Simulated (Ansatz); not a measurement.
In plane-wave PAW PBE (Ansatz code), LaC in the rock salt structure (Fm-3m) relaxes to a = 5.430 Å. La has 6 nearest neighbours from 2.72 Å (octahedral); C has 6 nearest neighbours from 2.72 Å (octahedral). Against the elements it lies at 0.39 eV/atom, with no fitted shifts.

Electronic character: metallic (no gap). Gap from PBE with spin–orbit coupling: none (metallic).

An equation-of-state fit gives a bulk modulus of 800 kbar.

The start of the workflow was typed in or built on a structure type; neither database checked (COD, Materials Project) lists it. Its standing as an ambient phase is unchecked. Symmetry was held in the PBE relaxation; whether a distortion lowers the energy is not shown. Its formation energy is positive at this level, so the cell may be metastable or incomplete. The references are the lowest solids computed at this level, not always the standard phases. Spin–orbit coupling is left out wherever it is not named.

Potentials: the later of the program's two PAW sets.
